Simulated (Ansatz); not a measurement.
A scan (energy over volume and axial ratio; atoms clamped) gave these values. All values below come from PBE (plane waves to 420 eV, PAW, scalar-relativistic; Ansatz, a quantum-chemistry and plane-wave program).

* **Shear modulus C′ = (C11 − C12)/2 (fit, atoms clamped)**: 17.3 GPa

### Question
Of these crystals, all scanned alike, which one is it?
A. CdSe (zinc blende)
B. PbSe (rock salt)
C. ZnSe (zinc blende)

### Answer
C, ZnSe (zinc blende). The others have, for the shear modulus C′ = (C11 − C12)/2: PbSe 51 GPa, CdSe 9 GPa

All were relaxed with their symmetry unable to fall. Spin-orbit coupling is left out. The PAW data are Ansatz's earlier set.

(Under strain, the slope of the energy per volume gives the stress and its curvature an elastic modulus.)
